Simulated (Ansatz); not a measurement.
KRb2TlF6 in space group Fm-3m (No. 225; K on 4b, Rb on 8c, Tl on 4a, F on 24e), r²SCAN in the plane-wave PAW code Ansatz. The conduction-band minimum lies at Γ, with 1 equivalent valley. Second derivatives d²E/dk² of the lowest band at one valley (eV·Å²), along Cartesian directions:

| direction | d²E/dk² |
|---|---|
| [100] | 10.06 |
| [010] | 10.06 |
| [001] | 10.06 |
| [110] | 10.06 |
| [101] | 10.06 |
| [011] | 10.06 |

Q: Find the principal effective masses, the density-of-states mass and the conductivity mass.

A: Off-diagonal terms follow from H_xy = H[110] − (H_xx + H_yy)/2, and m*/mₑ = 7.620 eV·Å² over each eigenvalue: 0.76, 0.76, 0.76. One valley's DOS mass (m₁m₂m₃)^(1/3) = 0.76, conductivity mass 3/(Σ 1/mᵢ) = 0.76 mₑ.

Q: What effective density of states Nc follows at 300 K for parabolic valleys?

A: Nc = 2.509e19 × 1 × (0.76)^(3/2) ≈ 1.7e19 cm⁻³.

The workflow started from a Materials Project entry (that database holds measured and hypothetical structures alike); the Crystallography Open Database copy checked does not list it. Its standing as an ambient phase is unchecked. The cell was relaxed with r²SCAN under the symmetry of its start; whether a distortion lowers the energy is not shown. Scalar-relativistic: spin–orbit coupling is off unless named, which matters more the heavier the elements.

Potentials: the later of the program's two PAW sets.

Edges and masses are those of Kohn–Sham bands, whose gap is no quasiparticle gap.
